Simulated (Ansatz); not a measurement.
# PtSe$_{2}$: quadrupole couplings from first principles

```
CELL_PARAMETERS angstrom
3.75161 0.00000 0.00000
-1.87580 3.24899 0.00000
0.00000 0.00000 6.50118
ATOMIC_POSITIONS crystal
Pt 0.00000 0.00000 0.00000
Se 0.33333 0.66667 0.20099
Se 0.66667 0.33333 0.79901
```

Atom numbers follow the list: Pt1, Se2, Se3.

The conventional cell has a = 3.752 Å, b = 3.752 Å, c = 6.501 Å, α = 90.00°, β = 90.00°, γ = 120.00°. Pt (atom 1) has 6 Se at 2.53 Å as nearest neighbours. Around Se (atom 2) lie 3 Pt at 2.53 Å.

The structure comes from a relaxation in the same program, started in the CdI2 type, and has space group P-3m1. Whether it is a known phase or the ground state wasn't checked.

Methods: DFT, PBE, all-electron PAW with datasets made for the crystal, scalar-relativistic (Ansatz 0.2.0); DFT, PBE, PAW with Ansatz's default frozen-core files, scalar-relativistic (Ansatz 0.2.0).

For the crystal-made all-electron datasets (AE datasets): a Γ-centred 12×12×7 k mesh, Fermi–Dirac smearing of 0.05 eV, cutoff 380 eV (chosen by the program for this cell), no spin polarisation. PAW takes a cutoff of 420 eV at this cell. The Ansatz runs share mesh, smearing and spin set-up.

No spin–orbit coupling: at heavy atoms the gradients can be off by tens of per cent for that reason.

Vzz is the principal value of largest size of the traceless field-gradient tensor, in 10²¹ V/m², and η = (Vxx − Vyy)/Vzz with |Vzz| ≥ |Vyy| ≥ |Vxx|.

```tsv
site	site symmetry	Vzz (η), AE datasets	Vzz (η), PAW
Pt1	-3m.	?	?
Se2	3m.	-9.52 (η = 0.00)	-9.39 (η = 0.00)
```

**Question.** Give the missing entry: row "Pt1", column "Vzz (η), PAW".

**Answer.** 7.20 (η = 0.00).

**Question.** Fill in "Vzz (η), AE datasets" for the row "Pt1".

**Answer.** 7.48 (η = 0.00).
